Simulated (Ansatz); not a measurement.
Rigid (001) slab of Ag, space group P6_3/mmc (No. 194):

```
CELL_PARAMETERS angstrom
2.90370 0.00000 0.00000
-1.45185 2.51467 0.00000
0.00000 0.00000 26.49569
ATOMIC_POSITIONS crystal
Ag 0.66667 0.33333 0.32081
Ag 0.33333 0.66667 0.41040
Ag 0.66667 0.33333 0.49921
Ag 0.33333 0.66667 0.58802
Ag 0.66667 0.33333 0.67788
```

Method: DFT r2SCAN, scalar-relativistic, plane waves, PAW in Ansatz 0.2.0. Settings: cutoff 500 eV, Γ-centred mesh 12×12×1 on the computed 6-atom cell, Gaussian smearing of 0.10 eV; no spin polarisation. The cell repeats along c with a dipole correction in the vacuum.

An adatom of C is held over the places (i/4, j/4) of the 1×1 surface cell, counted from the highest atom (Ag), and only its height relaxes; one adatom per 7.3 Å². This grid misses the threefold hollows of the hexagonal cell, which often bind best.

Heights over the highest slab atom in Å:

```
i j=0   j=1   j=2   j=3
0  2.05  1.93  1.59  1.93
1  1.93  1.93  1.60  1.60
2  1.59  1.61  1.59  1.60
3  1.93  1.61  1.61  1.93
```

(1) Among these places, where is the adatom most and least stable, and how far apart in energy?

Results:

(1) Lowest at (i, j) = (0, 2), (2, 0), (2, 2); highest at (0, 0), 0.39 eV above. All energies in eV:

```
i j=0   j=1   j=2   j=3
0  0.39  0.34  0.00  0.34
1  0.34  0.34  0.02  0.02
2  0.00  0.04  0.00  0.02
3  0.34  0.04  0.04  0.34
```

The reference crystal is a form of Ag, which isn't its usual structure.